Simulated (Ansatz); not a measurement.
# Te2Mo: reading a single point

```yaml
crystal:
  lattice:
    - [3.57173, 0.00000, 0.00000]
    - [-1.78587, 3.09321, 0.00000]
    - [0.00000, 0.00000, 14.17326]
  atoms:
    - { symbol: Mo, position: [0.33330, 0.66670, 0.25000] }
    - { symbol: Mo, position: [0.66660, 0.33330, 0.75000] }
    - { symbol: Te, position: [0.33330, 0.66670, 0.62500] }
    - { symbol: Te, position: [0.66660, 0.33330, 0.12500] }
    - { symbol: Te, position: [0.33330, 0.66670, 0.87500] }
    - { symbol: Te, position: [0.66670, 0.33340, 0.37500] }
```

Method: r2SCAN, no spin polarisation; PAW, plane waves to 500 eV, 11×11×3 Γ-centred mesh, fermi-dirac occupations (width 0.1 eV) (Ansatz 0.2.0), atoms fixed.

Question: Metal or insulator? Give the gap.

Answer: The gap is 0.84 eV, indirect (the least direct gap found is 1.01 eV).

Question: How is the charge shared?

Answer: Bader charges in e: Te -0.34, Mo +0.68. In the mean Mo gives up most and Te takes most, against the order of Pauling's electronegativities.

Question: Is the cell too large or too small?

Answer: The pressure is 1.0 GPa (compression positive), so with the atoms held at these fractions the cell would first expand. The principal stresses 0.4, 0.4, 2.2 GPa differ, so its shape would change too.

Question: Which orbitals make up the band edges?

Answer: Within 0.7 eV of the edges, the states project mainly on Mo d (62 %) and Te p (34 %) below the gap and on Mo d (72 %) and Te p (23 %) above it.

Origin: a database entry at a rescaled volume. Caveats: no spin-orbit coupling, which can shift this gap by tenths of an eV.
